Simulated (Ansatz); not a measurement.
**Computed properties of MoSeS**

MoSeS:
```cif
data_Mo2S2Se2
_chemical_formula_sum 'Mo2 Se2 S2'
_space_group_name_H-M_alt 'P 1'
_space_group_IT_number 1
_cell_length_a 3.18972
_cell_length_b 3.18972
_cell_length_c 12.56677
_cell_angle_alpha 90.000
_cell_angle_beta 90.000
_cell_angle_gamma 120.000
loop_
_space_group_symop_operation_xyz
  'x, y, z'
loop_
_atom_site_label
_atom_site_type_symbol
_atom_site_fract_x
_atom_site_fract_y
_atom_site_fract_z
_atom_site_occupancy
Mo1 Mo 0.00000 0.00000 0.26506 1
Mo2 Mo 0.00000 0.00000 0.73494 1
Se1 Se 0.66667 0.33333 0.86937 1
Se2 Se 0.33333 0.66667 0.13063 1
S1 S 0.33333 0.66667 0.38570 1
S2 S 0.66667 0.33333 0.61430 1
```

Space group P-3m1 (No. 164); conventional cell a = b = 3.190 Å, c = 12.567 Å, α = β = 90.00°, γ = 120.00°.

Method: plane-wave PAW LDA (Ansatz code). Geometry: relaxed at this level of theory. Other levels are named where they apply.

### Cell and energy

```yaml
volume_per_atom: 18.45 Å³
density: 6.21 g/cm³
Formation energy from the elements (no fitted shifts): -0.85 eV/atom
```

### Electronic structure

```yaml
band_gap: 0.52 eV (indirect)
valence_band_maximum: at Γ
conduction_band_minimum: on the K–Γ line, 44 % of the way from K (6 equivalent valleys)
smallest_direct_gap_on_the_standard_path: 1.69 eV
electron_effective_mass: 0.47, 0.57, 0.79 mₑ (principal values)
hole_effective_mass: 0.72, 0.72, 2.6 mₑ (principal values)
```

### Dielectric response

```yaml
Electronic dielectric constant ε∞ (DFPT): 16.3 (xx = yy), 7.64 (zz)
Static dielectric constant ε0 (ions relaxed, cell fixed): 16.7 (xx = yy), 7.70 (zz)
Born charges (a third of the trace): Mo -1.26, Se +0.80, S +0.46 e
```

### Phonons

```yaml
Highest zone-centre frequency (without LO–TO term): 13.44 THz
zone_centre_stability: no imaginary mode at Γ
```

The workflow started from a Materials Project entry (that database holds measured and hypothetical structures alike); the Crystallography Open Database copy checked does not list it. Whether it is the stable phase at ambient conditions was not checked. The LDA relaxation kept the symmetry of its start. No spin polarisation was allowed. A crystal of weakly bound layers computed without a dispersion correction: the cell and the soft elastic constants depend strongly on that. The references are the lowest solids computed at this level, not always the standard phases. Spin–orbit coupling is left out wherever it is not named.

Potentials: the later of the program's two PAW sets.
